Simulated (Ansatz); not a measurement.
Input and command of a plane-wave DFT calculation in Ansatz:

```yaml
crystal:
  lattice:
    - [0.0, 3.235, 3.235]
    - [3.235, 0.0, 3.235]
    - [3.235, 3.235, 0.0]
  atoms:
    - { symbol: Bi, position: [-0.0231839258, -0.0231839258, 0.0231839258] }
    - { symbol: Te, position: [0.5, 0.5, 0.5] }
basis:
  ecutwfc: 420
kpoints:
  mp_grid: { grid: [14, 14, 14] }
hamiltonian:
  xc: pbesol
scf:
  occupations: { method: gaussian, width: 0.15 }
output:
  forces: true
  stress: true
  eigenvalues: true
```

```bash
ansatz run input.yaml --threads 1 --pin off --max-ram 2560MiB --backend cpu --events-out ev --progress --plain --runs-dir out
```

Processor: Intel(R) Xeon(R) Processor @ 2.50GHz (Skylake/Cascade Lake), 1 thread, on a host shared with other jobs.

Estimate time, memory and problem size.

About 55 s on 1 thread of Intel(R) Xeon(R) Processor @ 2.50GHz (Skylake/Cascade Lake), on a shared host, peak memory 0.62 GiB. It solves 20 bands at 244 k points (the mesh reduced by symmetry) with about 1363 plane waves, in 6 SCF iterations.
